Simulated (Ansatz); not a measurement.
WC: zone-centre modes

All numbers below come from DFT PBE, scalar-relativistic, plane waves, PAW in Ansatz 0.2.0. Cutoff 420 eV, 18×18×14 k-points (Γ-centred), Fermi-Dirac smearing of 0.15 eV. No spin polarisation. Phonons by linear response, acoustic sum rule imposed.

The cell, relaxed at this level:
```xyz
2
Lattice="2.9228 0.0000 0.0000 -1.4614 2.5312 0.0000 0.0000 0.0000 2.8458" Properties=species:S:1:pos:R:3 pbc="T T T"
W     0.0000    0.0000    0.0000
C     1.4614    0.8437    1.4229
```

In a metal, frequencies and elastic constants depend on the k mesh and the smearing, soft modes and shear constants most. Spin–orbit coupling is left out, which can shift energies with elements as heavy as these.

Q: Is this structure stable against zone-centre distortions?

A: Yes, at Γ: no optical mode is imaginary. Strains and other wave vectors aren't tested by this run.

Q: List the optical modes at Γ (i marks imaginary ones).

A:
| frequency (cm⁻¹) | degeneracy |
| --- | --- |
| 566 | 1 |
| 604 | 2 |

Cost: 1 run of about 2.2 core-minutes, on Intel Xeon Platinum 8259CL (Skylake/Cascade Lake) (shared hosts).